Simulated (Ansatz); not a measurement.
Te₂Mo:
```
CELL_PARAMETERS angstrom
      3.55665     0.00000     0.00000
     -1.77832     3.08015     0.00000
      0.00000     0.00000    15.33672
ATOMIC_POSITIONS crystal
  Te 0.33333 0.66667 0.63211
  Te 0.66667 0.33333 0.36789
  Te 0.66667 0.33333 0.13211
  Te 0.33333 0.66667 0.86789
  Mo 0.33333 0.66667 0.25000
  Mo 0.66667 0.33333 0.75000
```

Relaxed with DFT-PBE in the program Ansatz with PAW potentials. Indices refer to the conventional cell of P6_3/mmc, a = b = 3.5566 Å, c = 15.3367 Å, α = β = 90.00°, γ = 120.00°.

Q: Simulate the powder diffraction pattern (Cu Kα, λ = 1.54184 Å; lines above 1 %) up to 2θ = 90°.

A: Simulated powder pattern, Cu Kα, λ = 1.54184 Å (kinematic, ideal powder, no thermal factors, no anomalous dispersion; the 30 strongest lines at most, above 1 %, up to 2θ = 90°):

| 2θ (°) | d (Å) | I/Imax (%) | hkl |
|---|---|---|---|
| 11.54 | 7.668 | 71 | (0002) |
| 23.20 | 3.834 | 20 | (0004) |
| 28.99 | 3.080 | 49 | (1 0 -1 0) |
| 29.58 | 3.020 | 16 | (1 0 -1 1) |
| 31.30 | 2.858 | 9.8 | (1 0 -1 2) |
| 33.98 | 2.638 | 100 | (1 0 -1 3) |
| 37.45 | 2.401 | 8.7 | (1 0 -1 4) |
| 41.55 | 2.173 | 87 | (1 0 -1 5) |
| 47.42 | 1.917 | 15 | (0008) |
| 51.38 | 1.778 | 39 | (1 1 -2 0) |
| 52.85 | 1.732 | 8.6 | (1 1 -2 2) |
| 56.54 | 1.628 | 13 | (1 0 -1 8) |
| 57.09 | 1.613 | 10 | (1 1 -2 4) |
| 60.08 | 1.540 | 6.1 | (2 0 -2 0) |
| 60.35 | 1.534 | 2.8 | (0 0 0 10) |
| 60.41 | 1.532 | 2.2 | (2 0 -2 1) |
| 62.26 | 1.491 | 4.8 | (1 0 -1 9) |
| 63.04 | 1.475 | 16 | (2 0 -2 3) |
| 65.29 | 1.429 | 1.7 | (2 0 -2 4) |
| 68.13 | 1.376 | 20 | (2 0 -2 5) |
| 68.32 | 1.373 | 2.9 | (1 0 -1 10) |
| 72.50 | 1.304 | 25 | (1 1 -2 8) |
| 74.74 | 1.270 | 4.6 | (1 0 -1 11) |
| 79.90 | 1.201 | 4.9 | (2 0 -2 8) |
| 82.94 | 1.164 | 4.9 | (2 1 -3 0) |
| 83.18 | 1.161 | 6.8 | (1 1 -2 10) |
| 83.23 | 1.161 | 1.8 | (2 1 -3 1) |
| 84.86 | 1.143 | 2.0 | (2 0 -2 9) |
| 85.55 | 1.135 | 14 | (2 1 -3 3) |
| 88.81 | 1.102 | 12 | (1 0 -1 13) |

Symmetry was held in the PBE relaxation. No spin polarisation was allowed. A crystal of weakly bound layers computed without a dispersion correction: the cell and the soft elastic constants depend strongly on that. Scalar-relativistic: spin–orbit coupling is off unless named, which matters more the heavier the elements.

Potentials: the earlier of the program's two PAW sets.
